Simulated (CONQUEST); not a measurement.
CONQUEST run on Au (Fm-3m, 4 atoms in the cell; from Materials Project mp-81): self-consistent single point.

Computed with PBE, numerical atomic orbitals double-zeta with polarisation (the shipped basis), PseudoDojo norm-conserving potentials made for PBE (CONQUEST).

```xyz
4
Lattice="4.1713 0.0000 0.0000 0.0000 4.1713 0.0000 0.0000 0.0000 4.1713" Properties=species:S:1:pos:R:3 pbc="T T T"
Au     0.0000     0.0000     0.0000
Au     0.0000     2.0856     2.0856
Au     2.0856     0.0000     2.0856
Au     2.0856     2.0856     0.0000
```

Reference input (self-consistent single point, DFT, PBE, numerical atomic orbitals double-zeta with polarisation (the shipped basis), PseudoDojo norm-conserving potentials made for PBE): basis = DZP; Diag.MPMeshX, Y, Z = 5 5 5; potentials = PseudoDojo norm-conserving PBE; Grid.GridCutoff = 140 Ha; DM.SolutionMethod = diagon; Diag.SmearingType = 1; Diag.kT = 0.001837 Ha; Diag.GammaCentred = true; Diag.MPOrder = 1; minE.SCTolerance = 1.0e-06; SC.MaxIters = 100; SC.LinearMixingFactor = 0.5. This run's input differs from it in these lines:

```diff
@@ -16,5 +16,5 @@
 Diag.MPMesh                    T
-Diag.MPMeshX                   5
-Diag.MPMeshY                   5
-Diag.MPMeshZ                   5
+Diag.MPMeshX                   8
+Diag.MPMeshY                   8
+Diag.MPMeshZ                   8
 Diag.GammaCentred              T
```

Output, abridged:

```
    PulayMixSC: Starting Pulay mixing, A_up =  0.500 A_dn =  0.500
    PulayMixSC: Spin non-polarised calculation.
    PulayMixSC: with Kerker preconditioning, q0 =  0.300
          Harris-Foulkes Energy            :      -592.805130904877728 Ha
          Free Energy (E-TS)               :      -592.805168233137010 Ha
    PulayMixSC: Pulay iteration     1 residual:              0.21103E-02
          Harris-Foulkes Energy            :      -592.774194371805606 Ha
          Free Energy (E-TS)               :      -592.774234849906293 Ha
    PulayMixSC: Pulay iteration     2 residual:              0.12536E-02
   [... lines left out ...]
          Free Energy (E-TS)               :      -592.757012093605681 Ha
    PulayMixSC: Pulay iteration     7 residual:              0.22742E-05
          Harris-Foulkes Energy            :      -592.756968426398771 Ha
          Free Energy (E-TS)               :      -592.757011746788521 Ha
    PulayMixSC: Pulay iteration     8 residual:              0.14313E-05
          Harris-Foulkes Energy            :      -592.756968451474563 Ha
          Free Energy (E-TS)               :      -592.757011769475980 Ha
    PulayMixSC: Pulay iteration     9 residual:              0.28062E-06
    PulayMixSC: Reached SCF tolerance of  0.28062E-06 after      9 iterations
      | Number of electrons      =        76.000055
      | GS Energy with kT -> 0   =      -592.756997330142212 Ha
      | Free Energy as E-TS      =      -592.757011769475980 Ha
      |* Harris-Foulkes energy   =      -592.756968451474563 Ha
      |* DFT total energy        =      -592.756968452161004 Ha

    force: Forces on atoms (Ha/a0)
    force:  Atom   X              Y              Z
    force:     1  -0.0000000000  -0.0000000000  -0.0000000000
   [... zero for the other atoms too ...]

    force: Maximum force :        0.00000000(Ha/a0) on atom         1 in z direction
    force: Force Residual:        0.00000000 Ha/a0
    force: Total stress:         -0.17384436     0.00000000    -0.00000000 GPa
                             0.00000000    -0.17384436     0.00000000
                            -0.00000000     0.00000000    -0.17384436
    force: Average pressure:      0.17384436 GPa

    get_E_and_F: Change in energy during last step of electronic optimisation: -0.25076E-07
```

The run converged in 9 iterations. CONQUEST prints the stress tensor with tension positive. Against the reference run the free energy falls by 29.0 meV/atom and the pressure goes from 1.10 to 0.17 GPa.

The program uses no crystal symmetry, so grid and mesh can part values that symmetry would make equal. The atom-centred basis is finite, which shifts total energies and pressures against plane waves. This run is one point of a test of settings, so its values need not be converged; read them against the reference run alone. The structure comes from a collection of computed structures, made at another level of theory; the collection holds predicted forms beside known ones.

Cost on one core: about 5 core-minutes (a rough figure).
